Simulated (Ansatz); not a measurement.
SiB (wurtzite, space group No. 186) at seven volumes, PBEsol (plane waves, PAW; program Ansatz), shape and atoms relaxed at each. One row is withheld.

| V (Å³/atom) | P (GPa) |
|---|---|
| 11.383 | 14.36 |
| 11.758 | 8.89 |
| 12.133 | 4.13 |
| 12.508 | 0.00 |
| 12.884 | -3.28 |
| 13.259 | ? |
| 13.634 | -9.02 |

Task: Fit the shown pressures and predict the withheld one.

Result: Third-order Birch–Murnaghan: P = (3/2)B₀(x^(7/2) − x^(5/2))[1 + (3/4)(B′ − 4)(x − 1)] with x = (V₀/V)^(2/3). Least squares on the six rows gives V₀ = 12.518 Å³/atom, B₀ = 124.9 GPa, B′ = 4.01. At V = 13.259, x = 0.9624 and P = -6.40 GPa. The run itself gave -6.30 GPa.

Space group P6_3mc (wurtzite). The workflow started from a Materials Project entry (that database holds measured and hypothetical structures alike); the Crystallography Open Database copy checked does not list it. Its standing as an ambient phase is unchecked. Symmetry was held in the PBEsol relaxation. At this level the phase is mechanically unstable. Its formation energy is positive at this level, so the cell may be metastable or incomplete.

Potentials: the later of the program's two PAW sets.
